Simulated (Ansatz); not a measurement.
# Convergence of Al3Cu with the k-point mesh

Computed with Ansatz, DFT r2SCAN, scalar-relativistic, plane waves, PAW.

```xyz
4
Lattice="3.9242 0.0000 0.0000 0.0000 3.9242 0.0000 0.0000 0.0000 3.9242" Properties=species:S:1:pos:R:3 pbc="T T T"
Al    0.0000    1.9621    1.9621
Al    1.9621    0.0000    1.9621
Al    1.9621    1.9621    0.0000
Cu    0.0000    0.0000    0.0000
```

The plane-wave cutoff is 500 eV. The occupation rule is Gaussian smearing, 0.1 eV and the spin treatment is unpolarised.

The atoms are held and the k-point mesh is swept. Energies are extrapolated to zero smearing and count from the reference run, 18×18×18. The cell isn't necessarily relaxed at this level. The meshes are Γ-centred. Pressure is positive in compression.

**Question.** One run gave ΔE = 62.5 meV/atom and P = -3.42 GPa. Which k-point mesh did it use, of 1×1×1, 2×2×2, 4×4×4, 6×6×6, 8×8×8, 10×10×10, 12×12×12, 14×14×14, 16×16×16?

**Answer.** 4×4×4. All runs:

| mesh | ΔE (meV/atom) | P (GPa) | irreducible points |
| --- | --- | --- | --- |
| 1×1×1 | 1730 | -8.35 | 1 |
| 2×2×2 | 518 | -3.18 | 4 |
| 4×4×4 | 62.5 | -3.42 | 10 |
| 6×6×6 | 8.81 | -3.00 | 20 |
| 8×8×8 | 1.75 | -2.70 | 35 |
| 10×10×10 | -1.43 | -2.67 | 56 |
| 12×12×12 | -1.02 | -2.70 | 84 |
| 14×14×14 | -0.13 | -2.70 | 120 |
| 16×16×16 | 0.18 | -2.70 | 165 |
| 18×18×18 | 0.00 | -2.73 | 220 |